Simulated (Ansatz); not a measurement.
# A film clamped to a substrate in CaC$_{2}$

These are results of Ansatz 0.2.0, DFT LDA, scalar-relativistic, plane waves, PAW, not measurements. Settings: plane waves to 420 eV, k-mesh 10×10×10 (Γ-centred), Gaussian smearing 0.05 eV. No spin polarisation. Energies are free energies at this smearing, counted from the undisturbed cell; pressure is positive in compression.

The undisturbed cell (relaxed at this level; it needn't be the usual structure):

```
Ca C
1.0
    -1.87892    1.87892    3.13881
     1.87892   -1.87892    3.13881
     1.87892    1.87892   -3.13881
Ca C
1 2
Direct
  0.00000 0.00000 0.00000
  0.59968 0.59968 0.00000
  0.40032 0.40032 0.00000
```

The cell (3 atoms, V0 = 44.32 Å³) is strained by p along both x and y and by q along z, fractional coordinates fixed. τp = (1/V0) ∂E/∂p = (σxx + σyy)(1 + p)(1 + q) and τq = (1/V0) ∂E/∂q = σzz(1 + p)², with tension positive.

| p | q | ΔE (meV/atom) | τp (GPa) | τq (GPa) |
| --- | --- | --- | --- | --- |
| 0.000 | 0.000 | 0.00 | 0.00 | 0.03 |
| -0.025 | 0.000 | 9.74 | -8.82 | -0.46 |
| 0.025 | 0.000 | 8.14 | 6.77 | 0.57 |
| 0.000 | -0.025 | 19.56 | -0.49 | -17.64 |
| 0.000 | 0.025 | 16.99 | 0.54 | 14.17 |

Question: Get the second derivatives of the energy density.

Answer: Central differences give A = ∂τp/∂p = 312 GPa (C11 + C22 + 2 C12), C = ∂τq/∂q = 636 GPa (C33) and the cross term B = ∂τq/∂p = 20.6 GPa (C13 + C23); ∂τp/∂q = 20.6 GPa must equal B, and any difference shows higher-order terms. The ions are clamped.

Question: A film of this crystal grows with z along the normal on a substrate that imposes p. How does its thickness respond, and what does the misfit cost?

Answer: Count p and q from the stress-free cell. A free surface needs τq = 0, so q = −(B/C) p = -0.03 p. The energy density left is (A − B²/C) p²/2 = M p², with the biaxial modulus M = 156 GPa; a misfit of 1 % costs 1.43 meV/atom, against 1.44 meV/atom if the thickness were held.

At p = -0.050 the energies along q are 130.7 (q = -0.050), 64.2 (q = -0.025), 42.6 (q = 0.000), 57.3 (q = 0.025), 100.7 (q = 0.050) meV/atom.

Question: Does the linear rule hold at this misfit?

Answer: A parabola through the lowest point and its neighbours has its minimum at q = 0.002, 42.5 meV/atom. With the stress left in the starting cell, τp0 and τq0, linear elasticity gives q = −(τq0 + Bp)/C = 0.002 and E = V0(τp0 p + τq0 q + Ap²/2 + Bpq + Cq²/2)/N = 35.9 meV/atom. The energies differ by more than a tenth, so the quadratic law fails here: the gap holds the anharmonic part, with some error from the wide steps. Cubic terms also shift the vertex of so wide a parabola.

Forces appear on the atoms along this scan, and letting them relax would lower the energy and soften the response.